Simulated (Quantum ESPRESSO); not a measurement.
# W4In4: a guest atom moved from site to site

A calculation, not a measurement. The program is pw.x of Quantum ESPRESSO 7.5 (plane-wave density functional theory). The cell is made up: eight metal atoms on a face-centred cubic lattice, with elements, volume, strain and displacements drawn at random and not relaxed, so it may be unstable or far from any real phase. PseudoDojo standard norm-conserving files set the functional (PBE unless stated); there is no spin polarisation or spin-orbit coupling, the Fermi-Dirac width of 0.25 eV means electrons at about 2900 K, and the masses in the input are unused placeholders. Heavy elements are run without spin-orbit coupling, which real alloys of them have. A spin test at this wide smearing found no moment, but such smearing suppresses magnetism that the real alloy may have.

The runs move one W atom among sites that otherwise hold In. Cell, positions, cutoff, mesh and smearing stay as in the input of run 1; sites are counted in its order. Stress in the tables is positive in tension.

Input of run 1:

```
&control calculation='scf', pseudo_dir='./dojo.nc.sr.pbe.v0_5.standard.upf', outdir='./o', disk_io='minimal', tprnfor=.true., tstress=.true. /
&system ibrav=0, nat=8, ntyp=2, nbnd=67, ecutwfc=74.01313486, nosym=.true., tot_charge=0,
 occupations='smearing', smearing='fd', degauss=0.0183746611
/
&electrons conv_thr=1.470e-08, electron_maxstep=70, mixing_beta=0.5 /
ATOMIC_SPECIES
In 1.0 In.upf
W 1.0 W.upf
CELL_PARAMETERS angstrom
0.0 -2.0983 -2.0983
-4.1967 2.0983 -2.0983
6.2951 6.2951 -4.1967
ATOMIC_POSITIONS angstrom
W 0.1551 0.0066 0.1639
W 0.1073 2.1948 -2.1774
W -0.0812 4.2299 -4.0765
W 4.2593 4.1717 -4.1891
In -2.1485 -0.1899 -2.1988
In -2.2985 1.9629 -4.1158
In 2.1563 2.1644 -4.2229
In 2.128 4.3009 -6.2032
K_POINTS automatic
8 5 3 1 1 1
```

```
run  elements on sites 1 to 8  free energy less that of run 1 (eV)  -TS (eV)  pressure (GPa)  stress xx (GPa)  stress yy (GPa)  stress zz (GPa)  stress yz (GPa)  stress xz (GPa)  stress xy (GPa)  iterations
  1       W W W W In In In In                                0.000    -1.401            4.62            -8.50            -3.54            -1.83             2.36            -0.89            -2.59          16
  2       W W W In W In In In                               -0.528    -1.280            5.17            -7.65            -6.15            -1.71             0.02             1.30            -1.85          15
  3       W W W In In W In In                               -0.687    -1.321            6.06            -6.07            -5.17            -6.94            -0.16             0.45            -1.31          17
  4       W W W In In In W In                               -0.527    -1.330            4.99            -7.04            -4.20            -3.72             0.32            -0.65            -2.40          14
  5       W W W In In In In W                               -0.097    -1.400            4.71            -9.71            -2.77            -1.65             1.75            -0.54            -2.66          17
```

Forces Fx Fy Fz (eV/Å):

```
site              run 1              run 2             run 3              run 4              run 5
   1  -4.28 -0.84 -0.70  -2.14 -0.63 -0.29  -1.03 1.19 -2.25  -3.01 -0.74 -1.03  -3.30 -1.39 -0.44
   2   -1.10 0.08 -0.33   -1.77 -0.35 0.28  -1.05 -0.15 0.06    0.08 0.84 -1.20   -1.07 0.20 -0.52
   3    0.21 -0.27 0.12    0.10 -0.66 0.61  -0.39 -1.16 1.10    0.32 -0.51 0.44    1.01 -0.47 0.17
   4    1.03 0.29 -0.15    0.90 0.81 -0.39    0.78 0.36 0.14     0.01 0.03 0.50     0.52 0.50 0.06
   5     3.25 0.42 1.08    2.29 1.04 -0.44    3.37 1.13 0.39     3.31 0.84 0.66     2.81 0.52 1.18
   6    2.31 1.84 -0.79    2.22 1.36 -0.45   0.73 0.76 -0.93    2.34 2.06 -1.03    2.31 1.71 -0.68
   7   -0.13 -0.20 0.29   -0.77 -0.62 0.69  -0.71 -0.91 1.00   -1.31 -0.93 0.87   -0.74 -0.24 0.35
   8   -1.29 -1.32 0.47  -0.83 -0.94 -0.01  -1.70 -1.21 0.48   -1.73 -1.58 0.79  -1.55 -0.84 -0.11
```

The sites are displaced and not relaxed, so the energy differences mix bonding between neighbours with strain and are not ordering energies. A rerun of one cell of this series at a higher cutoff and on a denser mesh moved values by no more than 0.005 eV in energy, 0.06 GPa in stress and 0.008 eV/Å in force, and a second program with other atomic files agreed on that cell to 2 % rms in force and 0.5 GPa in pressure.